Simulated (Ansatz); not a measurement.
A geometry of Pd away from equilibrium: step 2 of the relaxation of a relaxed Pd cell, doubled along one cell vector, shaken by Gaussian noise of σ = 0.08 Å a coordinate. The numbers are results of r2SCAN (plane waves to 500 eV, PAW, scalar-relativistic; Ansatz, a first-principles code), not measurements. Γ-centred k-mesh 15×15×8 on the run's cell (coarser than for final values), Fermi–Dirac smearing 0.05 eV. The plane waves were selected for a different cell earlier on the path.

```yaml
crystal:
  lattice:
    - [-1.54481, 1.57925, 1.54875]
    - [1.57894, -1.54384, 1.54746]
    - [3.01030, 3.00836, -3.02668]
  atoms:
    - { symbol: Pd, position: [0.92629, 0.96523, 0.98788] }
    - { symbol: Pd, position: [0.92503, 0.95350, 0.47474] }
```

Question: What forces act on the atoms (eV/Å)?

Answer: 
| atom | Fx | Fy | Fz |
|---|---|---|---|
| Pd1 | -0.48 | -0.48 | 0.19 |
| Pd2 | 0.48 | 0.48 | -0.19 |

The path ends in Fm-3m (No. 225) (fcc (Cu type)). No spin polarisation in the result.

The run could not lose the symmetry of its start.

Of the parent cell (Im-3m (No. 229)): it is a generated cell of Pd: the first start was made by placing the elements on the sites of a structure type, and the end was not matched to a known phase here, so it may be hypothetical. Known forms of Pd include space group No. 225.
